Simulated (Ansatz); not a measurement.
## TaRu: a phonon run with cutoff 600 eV

Level of theory: DFT LDA, scalar-relativistic, plane waves, PAW (Ansatz).

Launched with:
```bash
ansatz run input.yaml --threads 1 --pin off --max-ram 3072MiB --backend cpu --events-out ev --progress --plain --runs-dir out
```

Input (bare energies are in eV):
```yaml
crystal:
  lattice:
    - [3.1205143663, 0.0, 0.0]
    - [0.0, 3.1205143663, 0.0]
    - [0.0, 0.0, 3.1205143663]
  atoms:
    - { symbol: Ta, position: [0.5, 0.5, 0.5] }
    - { symbol: Ru, position: [0.0, 0.0, 0.0] }
basis:
  ecutwfc: 600
kpoints:
  mp_grid: { grid: [14, 14, 14] }
hamiltonian:
  xc: lda
scf:
  occupations: { method: fermi_dirac, width: 0.15 }
output:
  eigenvalues: true
phonons:
  method: dfpt
```

From the output:
```
--- Phonons (Γ-DFPT): 2 representative perturbations + reference, on 288 of 2744 k-points (Σ response iterations 6) ---
  k mesh reduced under 8 symmetry operations, with k and −k counted as one. Each operation leaves every solved perturbation unchanged. A smaller set is not used because it would not reduce the number of displacements ...
  ASR residual: 1.338e-3 → 0.000e0 eV/Å²; symmetrization residual: 3.213e-5 eV/Å²
  ASR residual per site (eV/Å²): 6.64e-4 1.34e-3
  Γ frequencies (cm⁻¹): 0.00 0.00 0.00 145.66 145.66 145.66
  non-analytic LO–TO correction: not included (Born effective charges unavailable; polar crystals: no LO–TO splitting at Γ)
```

It took 80 s on 1 thread of Intel(R) Xeon(R) Processor @ 2.70GHz, on a shared host, peak memory 0.99 GiB.

Beside the reference run (Plane waves to 420 eV; Γ-centred k mesh 14×14×14; Fermi-Dirac smearing of 0.15 eV. No spin polarisation. Phonons by linear response, acoustic sum rule imposed.), the optical modes at Γ (cm⁻¹, by rank, those that always equal the one before left out, no LO field; i marks imaginary):
| setting | mode 1 |
| --- | --- |
| reference run | 146 |
| cutoff 600 eV | 146 |

In a metal, frequencies and elastic constants depend on the k mesh and the smearing, soft modes and shear constants most. Spin–orbit coupling is left out, which can shift energies with elements as heavy as these.